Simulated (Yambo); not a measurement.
Yambo run on CuI (space group P-3m1, No. 164). The wavefunctions come from this Quantum ESPRESSO step (PBEsol, PseudoDojo standard norm-conserving files, scalar-relativistic):

```
&CONTROL
  calculation = 'nscf'
  pseudo_dir = './pseudo'
  outdir = './out'
/
&SYSTEM
  ibrav = 0
  nat = 4
  ntyp = 2
  ecutwfc = 92.0
  ecutrho = 368.0
  occupations = 'fixed'
  force_symmorphic = .true.
  nbnd = 210
/
&ELECTRONS
  conv_thr = 4e-09
  diago_full_acc = .true.
  diago_thr_init = 1e-08
/
ATOMIC_SPECIES
Cu 63.5460 Cu.upf
I 126.9045 I.upf
CELL_PARAMETERS angstrom
  4.067504537536   0.000000000000   0.000000000000
 -2.033752268768   3.522562259515   0.000000000000
  0.000000000000   0.000000000000   7.095493136000
ATOMIC_POSITIONS crystal
Cu   0.666666667000   0.333333333000   0.594446805200
Cu   0.333333333667   0.666666666333   0.405553194800
I   0.333333333667   0.666666666333   0.770338814300
I   0.666666667000   0.333333333000   0.229661185700
K_POINTS automatic
3 3 2 0 0 0
```

Yambo input:

```
rim_cut
gw0
dyson
el_el_corr
HF_and_locXC
ppa
em1d
RandQpts= 1000000
RandGvec= 1 Ry
EXXRLvcs= 92 Ry
VXCRLvcs= 368 Ry
Chimod= "HARTREE"
% BndsRnXp
 9 | 209 |
%
NGsBlkXp= 8 Ry
% LongDrXp
 1.0 | 1.0 | 1.0 |
%
PPAPntXp= 27.2114 eV
% GbndRnge
 1 | 209 |
%
GTermKind= "BG"
DysSolver= "n"
ExtendOut
% QPkrange
 1 | 1 | 26 | 27 |
 2 | 2 | 26 | 27 |
 5 | 5 | 26 | 27 |
 6 | 6 | 26 | 27 |
%
```

k points by index: 1 = Γ, 2 = A, 5 = K, 6 = H.

Table of the .qp output:

```
#    K-point    Band    Eo [eV]    E [eV]    E-Eo [eV]    Vxc [eV]    Vnlxc [eV]    Sc|Eo [eV]    Sc|E [eV]    dSc/dw|Eo [eV]    Re(Z)    Im(Z)
#
    1    26    0.000000    -0.686982    -0.686982    -20.29684    -24.83208    3.644048    3.848253    -8.086919    0.770895    -0.001492
    1    27    1.481421    1.838973    0.357552    -10.65453    -6.443873    -3.771220    -3.853104    -6.229863    0.813705    -0.001286
    2    26    -0.165739    -0.863018    -0.697279    -20.66991    -25.43182    3.853934    4.064632    -8.220829    0.767981    -0.001512
    2    27    3.004585    3.461029    0.456444    -11.96506    -7.307352    -4.092941    -4.201268    -6.456435    0.808229    -0.001238
    5    26    -0.537565    -1.161336    -0.623771    -27.44778    -34.09700    5.806721    6.025452    -9.538953    0.740435    -0.001705
    5    27    2.638498    2.784078    0.145580    -11.05696    -7.730347    -3.147486    -3.181038    -6.267227    0.812797    -0.001299
    6    26    -0.809728    -1.442260    -0.632532    -27.85791    -34.85708    6.138816    6.366638    -9.797089    0.735269    -0.002052
    6    27    3.003356    3.393252    0.389896    -13.06974    -9.019104    -3.565216    -3.660744    -6.665246    0.803247    -0.001318
```
(The two width columns are left out.) Convergence of these settings isn't established.

Spin-orbit coupling is not included.

Geometry relaxed with PBE+D3(BJ).

This is not the ordinary phase of the substance; no match was found in the copy of COD used, and its stability was not checked.
